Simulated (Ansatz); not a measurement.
Rb:
```xyz
1
Lattice="-2.8738 2.8738 2.8738 2.8738 -2.8738 2.8738 2.8738 2.8738 -2.8738" Properties=species:S:1:pos:R:3 pbc="T T T"
Rb     0.0000     0.0000     0.0000
```

Relaxed with r²SCAN. Special points in fractions of this cell's reciprocal vectors: Γ (0.000, 0.000, 0.000); H (0.500, -0.500, 0.500); N (0.000, 0.000, 0.500); P (0.250, 0.250, 0.250).

Question: List the band energies nearest the Fermi level at these points for plane-wave PAW r²SCAN (Ansatz code).

Answer: In eV from the Fermi level; about four levels below and three above (degenerate sets whole), none deeper than 8.9 eV; points with the same levels are listed once.

```json
[
 {"k": "Γ", "below": "-2.04", "above": "4.07 4.07 4.07"},
 {"k": "H", "below": "–", "above": "1.34 1.34 3.40 3.40 3.40"},
 {"k": "N", "below": "–", "above": "0.35 0.69 2.86"},
 {"k": "P", "below": "–", "above": "1.33 1.33 1.33"}
]
```

Space group Im-3m (bcc (W type)). Symmetry was held in the r²SCAN relaxation. Spin–orbit coupling is left out wherever it is not named.

Potentials: the earlier of the program's two PAW sets.
